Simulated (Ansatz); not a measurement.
GdN, in the lowest among the structures calculated here: Fm-3m (No. 225), cF8, rock salt type; a = 4.974 Å, b = 4.974 Å, c = 4.974 Å, α = 90.00°, β = 90.00°, γ = 90.00°; N 4a (0.000, 0.000, 0.000); Gd 4b (0.500, 0.500, 0.500). Method: r2SCAN (plane waves to 500 eV, PAW, scalar-relativistic; Ansatz, a program for electronic structure). Element references, the lowest calculated here: Gd (P6₃/mmc, ferromagnetic), N (Pa-3); gases are represented by their molecular solids.

Q: What formation energy of this Fm-3m form of GdN from the elements does r2SCAN give?

A: -1.77 eV/atom.

Static energies, no anion corrections, no zero-point energy. Values are rounded to 0.01 eV/atom. Spin state reached: ferromagnetic (net 3.50 μB/atom); other spin orders were not run from this start. The f-shell occupation is the one the SCF fell into and was not checked against other states.
